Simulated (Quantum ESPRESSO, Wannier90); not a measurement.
## CaSe (rock salt): Wannier90 run

Structure: Materials Project mp-1415, symmetrised, not relaxed again. COD (Crystallography Open Database) has an entry of this formula and space group (matched by these alone). Method: PBEsol plane waves in Quantum ESPRESSO 7.5 (PseudoDojo norm-conserving files, 69 Ry, no spin polarisation, no spin-orbit coupling), Bloch states on a 10×10×10 mesh through Γ, Wannier90 4.0.1. Density: 10×10×10 mesh, cold smearing 0.01 Ry. Spin-orbit coupling, left out, would split the p-like bands by a few tenths of an eV.

On the energy scale of pw.x, whose zero is arbitrary, the valence-band maximum lies at 7.14 eV.

Input w.win:

```
num_bands = 4
num_wann = 4
exclude_bands = 1-9,14-27
num_iter = 800
conv_tol = 1.0e-6
conv_window = 4
write_hr = true
write_u_matrices = true
auto_projections = true
begin unit_cell_cart
ang
    0.0000000000    2.9702400000    2.9702400000
    2.9702400000    0.0000000000    2.9702400000
    2.9702400000    2.9702400000    0.0000000000
end unit_cell_cart
begin atoms_frac
Ca   0.0000000000  0.0000000000  0.0000000000
Se   0.5000000000  0.5000000000  0.5000000000
end atoms_frac
mp_grid = 10 10 10
begin kpoints
0.0000000000 0.0000000000 0.0000000000
0.0000000000 0.0000000000 0.1000000000
0.0000000000 0.0000000000 0.2000000000
... (997 more lines: the 10x10x10 mesh through Gamma)
end kpoints
```

Input of pw2wannier90.x that gives the overlap and projection files (equivalent; here they were cut from one run over all bands):

```
&inputpp
  outdir = './out'
  prefix = 'pwscf'
  seedname = 'w'
  write_amn = .true.
  write_mmn = .true.
  scdm_proj = .true.
  scdm_entanglement = 'isolated'
/
```

Output w.wout (banner and timings cut):

```
                                    ------
                                    SYSTEM
                                    ------

                              Lattice Vectors (Ang)
                    a_1     0.000000   2.970240   2.970240
                    a_2     2.970240   0.000000   2.970240
                    a_3     2.970240   2.970240   0.000000

                   Unit Cell Volume:      52.40885  (Ang^3)

                        Reciprocal-Space Vectors (Ang^-1)
                    b_1    -1.057690   1.057690   1.057690
                    b_2     1.057690  -1.057690   1.057690
                    b_3     1.057690   1.057690  -1.057690

 *----------------------------------------------------------------------------*
 |   Site       Fractional Coordinate          Cartesian Coordinate (Ang)     |
 +----------------------------------------------------------------------------+
 | ca   1   0.00000   0.00000   0.00000   |    0.00000   0.00000   0.00000    |
 | se   1   0.50000   0.50000   0.50000   |    2.97024   2.97024   2.97024    |
 *----------------------------------------------------------------------------*
                                ------------
                                K-POINT GRID
                                ------------

             Grid size = 10 x 10 x 10      Total points = 1000

 *---------------------------------- MAIN ------------------------------------*
 |  Number of Wannier Functions               :                 4             |
 |  Number of Objective Wannier Functions     :                 4             |
 |  Number of input Bloch states              :                 4             |
 |  Output verbosity (1=low, 5=high)          :                 1             |
 |  Timing Level (1=low, 5=high)              :                 1             |
 |  Optimisation (0=memory, 3=speed)          :                 3             |
 |  Length Unit                               :               Ang             |
 |  Post-processing setup (write *.nnkp)      :                 F             |
 |  Using Gamma-only branch of algorithms     :                 F             |
 *----------------------------------------------------------------------------*
 *------------------------------- WANNIERISE ---------------------------------*
 |  Total number of iterations                :               800             |
 |  Number of CG steps before reset           :                 5             |
 |  Trial step length for line search         :             2.000             |
 |  Convergence tolerence                     :         0.100E-05             |
 |  Convergence window                        :                 4             |
 |  Iterations between writing output         :                 1             |
 |  Iterations between backing up to disk     :               100             |
 |  Write r^2_nm to file                      :                 F             |
 |  Write xyz WF centres to file              :                 F             |
 |  Write on-site energies <0n|H|0n> to file  :                 F             |
 |  Use guiding centre to control phases      :                 F             |
 |  Use phases for initial projections        :                 F             |
 *----------------------------------------------------------------------------*
 *-------------------------------- PLOTTING ----------------------------------*
 |  Plotting Hamiltonian in WF basis          :                 T             |
 *----------------------------------------------------------------------------*

 *---------------------------------- K-MESH ----------------------------------*
 +----------------------------------------------------------------------------+
 |                    Distance to Nearest-Neighbour Shells                    |
 |                    ------------------------------------                    |
 |          Shell             Distance (Ang^-1)          Multiplicity         |
 |          -----             -----------------          ------------         |
 |             1                   0.183197                      8            |
 |             2                   0.211538                      6            |
 |             3                   0.299160                     12            |
 |             4                   0.350796                     24            |
 |             5                   0.366395                      8            |
 |             6                   0.423076                      6            |
 |             7                   0.461036                     24            |
 |             8                   0.473013                     24            |
       ... (lines left out)
 +----------------------------------------------------------------------------+
 | The b-vectors are chosen automatically                                     |
 | The following shells are used:                       1                     |
 +----------------------------------------------------------------------------+
 |                        Shell   # Nearest-Neighbours                        |
 |                        -----   --------------------                        |
 |                          1               8                                 |
 +----------------------------------------------------------------------------+
 | Completeness relation is fully satisfied [Eq. (B1), PRB 56, 12847 (1997)]  |
 +----------------------------------------------------------------------------+
 |                  b_k Vectors (Ang^-1) and Weights (Ang^2)                  |
 |                  ----------------------------------------                  |
 |            No.         b_k(x)      b_k(y)      b_k(z)        w_b           |
 |            ---        --------------------------------     --------        |
 |             1         0.105769    0.105769   -0.105769    11.173606        |
 |             2         0.105769   -0.105769    0.105769    11.173606        |
 |             3        -0.105769    0.105769    0.105769    11.173606        |
 |             4         0.105769    0.105769    0.105769    11.173606        |
 |             5        -0.105769   -0.105769    0.105769    11.173606        |
 |             6        -0.105769    0.105769   -0.105769    11.173606        |
 |             7         0.105769   -0.105769   -0.105769    11.173606        |
 |             8        -0.105769   -0.105769   -0.105769    11.173606        |
 +----------------------------------------------------------------------------+
 |                           b_k Directions (Ang^-1)                          |
 |                           -----------------------                          |
 |            No.           x           y           z                         |
 |            ---        --------------------------------                     |
 |             1         0.105769    0.105769   -0.105769                     |
 |             2         0.105769   -0.105769    0.105769                     |
 |             3        -0.105769    0.105769    0.105769                     |
 |             4         0.105769    0.105769    0.105769                     |
 +----------------------------------------------------------------------------+

 Starting a new Wannier90 calculation ...

 Reading overlaps from w.mmn

 Reading projections from w.amn

 *------------------------------- WANNIERISE ---------------------------------*
 +--------------------------------------------------------------------+<-- CONV
 | Iter  Delta Spread     RMS Gradient      Spread (Ang^2)            |<-- CONV
 +--------------------------------------------------------------------+<-- CONV

 ------------------------------------------------------------------------------
 Initial State
  WF centre and spread    1  ( -0.145834, -0.088211,  2.443871 )     1.95418439
  WF centre and spread    2  ( -2.428351, -0.126248,  0.102527 )     1.91398000
  WF centre and spread    3  ( -0.362901, -0.230913, -2.602090 )     1.91103839
  WF centre and spread    4  ( -0.035208, -2.526080,  0.057470 )     2.20578505
  Sum of centres and spreads ( -2.972294, -2.971453,  0.001779 )     7.98498782

      0     0.798E+01     0.0000000000        7.9849878244  <-- CONV
        O_D=      0.0308559 O_OD=      1.2916974 O_TOT=      7.9849878 <-- SPRD
 ------------------------------------------------------------------------------
      1    -0.726E-01     0.1025058298        7.9123780495  <-- CONV
        O_D=      0.0120597 O_OD=      1.2378839 O_TOT=      7.9123780 <-- SPRD
      2    -0.231E-01     0.0870207303        7.8892819709  <-- CONV
        O_D=      0.0045347 O_OD=      1.2223128 O_TOT=      7.8892820 <-- SPRD
      3    -0.889E-02     0.0623746454        7.8803941929  <-- CONV
        O_D=      0.0016586 O_OD=      1.2163011 O_TOT=      7.8803942 <-- SPRD
      4    -0.355E-02     0.0422268091        7.8768420744  <-- CONV
        O_D=      0.0006485 O_OD=      1.2137590 O_TOT=      7.8768421 <-- SPRD
      5    -0.151E-02     0.0271647781        7.8753307480  <-- CONV
        O_D=      0.0003521 O_OD=      1.2125441 O_TOT=      7.8753307 <-- SPRD
       ... (lines left out)
    100    -0.220E-05     0.0009999503        7.8566867020  <-- CONV
        O_D=      0.0001223 O_OD=      1.1941299 O_TOT=      7.8566867 <-- SPRD
       ... (lines left out)
    114    -0.573E-06     0.0004603905        7.8566625363  <-- CONV
        O_D=      0.0001222 O_OD=      1.1941058 O_TOT=      7.8566625 <-- SPRD
    115    -0.557E-06     0.0005987208        7.8566619793  <-- CONV
        O_D=      0.0001221 O_OD=      1.1941054 O_TOT=      7.8566620 <-- SPRD
    116    -0.529E-06     0.0004445299        7.8566614503  <-- CONV
        O_D=      0.0001220 O_OD=      1.1941049 O_TOT=      7.8566615 <-- SPRD
             <<<     Delta < 1.000E-06  over  4 iterations     >>>
             <<< Wannierisation convergence criteria satisfied >>>
 Final State
  WF centre and spread    1  ( -0.137136, -0.123828,  2.460656 )     1.96206733
  WF centre and spread    2  ( -2.460176, -0.157601,  0.095129 )     1.96139926
  WF centre and spread    3  ( -0.333962, -0.253992, -2.627260 )     1.96440441
  WF centre and spread    4  ( -0.040716, -2.437252,  0.073188 )     1.96879046
  Sum of centres and spreads ( -2.971990, -2.972672,  0.001713 )     7.85666145

         Spreads (Ang^2)       Omega I      =     6.662434502
        ================       Omega D      =     0.000122044
                               Omega OD     =     1.194104904
    Final Spread (Ang^2)       Omega Total  =     7.856661450
```
